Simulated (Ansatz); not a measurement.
**Zn₄SnN₄ — quadrupolar parameters**

The cell is a Materials Project structure (computed, not necessarily an observed phase).

Space group P-1 (No. 2); a = 5.8659, b = 5.9920, c = 8.6971 Å, α = 89.75°, β = 73.75°, γ = 88.98°.

```csv
site,Wyckoff,site symmetry,x,y,z
Zn1,2i,1,0.7684,0.6561,0.8464
Zn3,2i,1,0.2006,0.8698,0.9476
Zn5,2i,1,0.1702,0.6541,0.4533
Zn7,2i,1,0.4916,0.1366,0.3758
Sn,2i,1,0.7191,0.6166,0.2346
N11,2i,1,0.4702,0.8061,0.4049
N13,2i,1,0.8502,0.8002,0.0267
N15,2i,1,0.5541,0.3243,0.1852
N17,2i,1,0.0143,0.5060,0.6705
```

One atom of each set is listed.

Level of theory: DFT, r2SCAN, plane waves and PAW, scalar-relativistic, 500 eV cutoff, Γ-centred 5×5×4 k-points, Fermi–Dirac smearing 0.02 eV (Ansatz 0.2.0).

V_zz is the principal component of the electric field gradient with the largest magnitude, η = (V_xx − V_yy)/V_zz and C_Q = eQV_zz/h.

⁶⁷Zn: I = 5/2, Q = 122.0 mb; ¹⁴N: I = 1, Q = 20.44 mb. Quadrupole moments are those of Pyykkö's year-2017 table.

Question: What field gradients does the calculation give at each kind of site?

Answer: 

```
site  atoms                          first shell  V_zz (10²¹ V/m²)     η  C_Q (MHz)
 Zn1      2                   3 N at 1.97–1.99 Å             19.22  0.07       56.7
 Zn3      2                   3 N at 1.94–2.03 Å             18.36  0.35       54.2
 Zn5      2                   3 N at 1.93–2.06 Å             18.76  0.38       55.3
 Zn7      2                   3 N at 1.95–2.01 Å             18.74  0.32       55.3
  Sn      2                   4 N at 2.07–2.12 Å              4.61  0.78          –
 N11      2  3 Zn at 1.93–2.01 Å, 1 Sn at 2.09 Å              2.69  0.48       1.33
 N13      2  3 Zn at 1.97–2.03 Å, 1 Sn at 2.07 Å              3.00  0.44       1.48
 N15      2  3 Zn at 1.94–1.99 Å, 1 Sn at 2.12 Å              1.77  0.39      0.875
 N17      2  3 Zn at 1.99–2.06 Å, 1 Sn at 2.08 Å              2.45  0.28       1.21
```

At Zn1, Zn3, Zn5 and Zn7 V_zz stands upright on the plane through its three neighbours (within 3°) in each case. At N11, N13 and N17 V_zz points along its one bond to Sn (within 10°) in each case.

Sn has no stable isotope with a ground-state quadrupole moment in the table, so no C_Q is given.

Without spin–orbit coupling (the program notes it for Sn) the gradients can shift somewhat, as the gap is small. With these PAW files V_zz is typically within 2 to 3 % of all-electron values, but misses above 10 % occur on Sn, Zn. With a gap of 0.4 eV on this mesh, the gradients can still move by some per cent as the k-mesh gets denser.

Hardware: 2 threads of Intel Xeon Processor @ 2.50GHz (Skylake/Cascade Lake) (x86_64; 62 cores open to the job, memory cap 5.0 GiB, no GPU), a shared host with a load of 0.9 a core. Wall time 6.3 min, CPU time 8.1 min, peak memory 2 GiB.
